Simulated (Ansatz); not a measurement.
CaTiO3:
```
CELL_PARAMETERS angstrom
      5.43755     0.00000     0.00000
      0.00000     7.59242     0.00000
      0.00000     0.00000     5.33579
ATOMIC_POSITIONS crystal
  Ca 0.54419 0.75000 0.50949
  Ca 0.45581 0.25000 0.49051
  Ca 0.95581 0.25000 0.00949
  Ca 0.04419 0.75000 0.99051
  Ti 0.50000 0.50000 0.00000
  Ti 0.00000 0.50000 0.50000
  Ti 0.00000 0.00000 0.50000
  Ti 0.50000 0.00000 0.00000
  O  0.47993 0.75000 0.07918
  O  0.52007 0.25000 0.92082
  O  0.02007 0.25000 0.57918
  O  0.97993 0.75000 0.42082
  O  0.79075 0.95836 0.79136
  O  0.20925 0.04164 0.20864
  O  0.70925 0.04164 0.29136
  O  0.29075 0.95836 0.70864
  O  0.29075 0.54164 0.70864
  O  0.70925 0.45836 0.29136
  O  0.20925 0.45836 0.20864
  O  0.79075 0.54164 0.79136
```

Relaxed with PBEsol. Special points in fractions of this cell's reciprocal vectors: Γ (0.000, 0.000, 0.000); X (0.500, 0.000, 0.000); S (0.500, 0.500, 0.000); Y (0.000, 0.500, 0.000); Z (0.000, 0.000, 0.500); U (0.500, 0.000, 0.500); R (0.500, 0.500, 0.500); T (0.000, 0.500, 0.500).

### Question
List the band energies nearest the valence-band maximum at these points for PBEsol in the plane-wave PAW code Ansatz.

### Answer
In eV from the valence-band maximum; about four levels below and three above (degenerate sets whole), none deeper than 8.9 eV; points with the same levels are listed once.

```csv
k,below,above
Γ,-0.10 -0.08 -0.01 0.00,2.43 2.43 2.51
X,-0.43 -0.43 -0.22 -0.22,3.30 3.30 3.43 3.43
S,-0.32 -0.32 -0.32 -0.32,3.72 3.72 3.72 3.72
Y,-0.22 -0.22 -0.15 -0.15,2.55 2.55 3.29 3.29
Z,-0.47 -0.47 -0.29 -0.29,3.37 3.37 3.39 3.39
U,-0.29 -0.29 -0.29 -0.29 -0.08 -0.08,2.53 2.53 3.75 3.75
R,-0.35 -0.35 -0.35 -0.35,3.37 3.37 3.37 3.37
T,-0.30 -0.30 -0.26 -0.26,3.67 3.67 3.71 3.71
```

Space group Pnma. The workflow started from a Materials Project entry (that database holds measured and hypothetical structures alike); the Crystallography Open Database files this formula in space group No. 62, but the cells were not matched. Its standing as an ambient phase is unchecked. The cell was relaxed with PBEsol under the symmetry of its start; its stability against distortions is not shown here. No spin polarisation was allowed.

Potentials: the earlier of the program's two PAW sets. The files were generated under PBE; for other functionals the program regenerates the frozen cores, and for LDA and PBEsol the local potential too.
